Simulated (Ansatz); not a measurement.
Ansatz input

```yaml
crystal:
  lattice:
    - [-2.874133923, 3.2685238123, 1.2961326035]
    - [3.2685238123, -2.874133923, 1.2961326035]
    - [1.8737613738, 1.8737613738, -0.5738067988]
  atoms:
    - { symbol: Au, position: [0.0074271935, 0.9925728065, 0.0] }
    - { symbol: Au, position: [0.7425728065, 0.2574271935, 0.5] }
hamiltonian:
  xc: pbesol
  pseudopotentials:
    kind: paw
    azcp:
      Au: "pseudopotentials/Au.paw.azcp"
basis:
  ecutwfc: 420
  fft_grid_basis: typed
kpoints:
  mp_grid: { grid: [13, 13, 13], shift: [0, 0, 0] }
magnetization:
  spin_polarized: false
scf:
  occupations: { method: fermi_dirac, width: 0.1 }
  lower_state_search: "off"
output:
  stress: true
```

and its output:

```
Warning: the record states the generating functional pbe (its physics header spells it `PBE`), which answers neither for hamiltonian.xc's functional nor for the pbesol family's — results may be inconsistent (PPs are generated against a specific XC)
Engine: ansatz 0.2.0, x86_64-unknown-linux-gnu
Pseudopotentials: kind: paw
Pseudopotential: Au, paw, valence charge 19, recommended cutoff 420 eV (normal) 
Functional definition: PBEsol
  exchange = pbesol_x
  correlation = pbesol_c
Crystal: 2 atoms, lattice volume = 31.227 Å³
Basis set: ecut = 420 eV, 607 PW (Γ)
Bands: 23, of which v1, the nominal top of the filled ones, is band 19 counted from 1 (18 counted from 0)
Symmetry: 4 space group operations
Space group: C2/c (ITA 15), of the structure as read, at distance tolerance 3.1e-5 Å
k-points: 595 of 2197
Non-local potential: Au, projectors of the file, l = 0: 3, l = 1: 2, l = 2: 2, l = 3: 1
PAW form: soft (Blöchl's): semilocal exchange-correlation on the pseudo side does not see the compensation charge
PAW frozen core: Au, regenerated for the run's functional, and the local potential with it (the file was generated under x = pbe(κ = 0.804, μ = 0.2195149727645171), c = pbe(β = 0.06672455060314922))
PAW one-centre angular grid: Au, 590 points (default); XC on 64 Gauss nodes
Initial density: superposition of atomic densities (neutral atoms: chi_scale 0, normalization atom), corrected by the library's trained network
Initial wavefunctions: pseudopotential atomic-orbital guess
Functional: x = pbesol(κ = 0.804, μ = 0.12345679012345678), c = pbesol(β = 0.046)
SCF iter   1: F=—  HF=-26013.731304 eV  |F-HF|=—  |Δ(HF+E_count)|=         —  Δρ=7.87e-3  dr2=1.74e-2  ethr=1.77e-3  ⟨swp⟩=4.6  Hψ=51313  notcnv=0
SCF iter   2: F=—  HF=-26013.727689 eV  |F-HF|=—  |Δ(HF+E_count)|=   3.62e-3  Δρ=3.49e-3  dr2=3.27e-3  ethr=4.59e-5  ⟨swp⟩=2.0  Hψ=24911  notcnv=0
SCF iter   3: F=—  HF=-26013.726756 eV  |F-HF|=—  |Δ(HF+E_count)|=   9.33e-4  Δρ=7.31e-4  dr2=9.75e-5  ethr=8.60e-6  ⟨swp⟩=2.0  Hψ=19357  notcnv=0
SCF iter   4: F=—  HF=-26013.726779 eV  |F-HF|=—  |Δ(HF+E_count)|=   2.29e-5  Δρ=1.35e-4  dr2=3.96e-6  ethr=2.56e-7  ⟨swp⟩=2.4  Hψ=23399  notcnv=0
SCF iter   5: F=—  HF=-26013.726779 eV  |F-HF|=—  |Δ(HF+E_count)|=   2.52e-7  Δρ=3.28e-5  dr2=3.94e-7  ethr=1.04e-8  ⟨swp⟩=2.3  Hψ=20481  notcnv=0
SCF iter   6: F=-26013.726779 eV  HF=-26013.726779 eV  |F-HF|=6.90e-9  |Δ(HF+E_count)|=   6.04e-8  Δρ=6.57e-6  dr2=1.53e-8  ethr=2.63e-10  ⟨swp⟩=4.1  Hψ=45429  notcnv=0
SCF 1 converged in 6 iterations: F = -26013.726779 eV  dr2 = 1.53e-8
SCF converged after 6 iterations
Free energy (F): -26013.726779 eV
Harris-Foulkes:  -26013.726779 eV  (|F-HF|=6.90e-9)
Internal energy: -26013.709814 eV  (E = F + TS)
E sigma→0 (E₀):  -26013.718296 eV
Entropy (-TS):   -0.016965 eV (-8.483 meV/atom)
Fermi energy:    22.904172 eV
--- Per-component energies (eV) ---
  E_band       = -343.229559
  E_kinetic    = 1216.500652
  E_local      = -3236.155333  (includes V_loc(G=0)·N_el)
  E_nonlocal   = 154.350882
  E_hartree    = 1401.418112
  E_xc         = -456.496331
  E_vxc        = -553.673363  (∫ρ·V_xc dr)
  E_paw        = -19131.441995  (= ΣΔE_a)
  E_vpaw       = -727.088957  (= ΣTr[D̂ρ^β])
  E_aug_tail   = 0.002744  (compensation charges beyond the density's cutoff)
  E_ewald      = -5962.507503
  E_core_change = 0.618958  (= ΣΔE_core)
  E_smearing   = -0.016965  (= −TS)
  E_closure    = 0.000000  (closes the sum)
  Σ components = -26013.726779   (vs F -26013.726779, Δ=0.00e0)
--- Stress (GPa, compression-positive) ---
       30.057465      -0.940704      -0.072757
       -0.940704      30.057465      -0.072757
       -0.072757      -0.072757      28.666169
  P = ⅓ Tr σ = 29.5937 GPa (295.937 kbar)
```
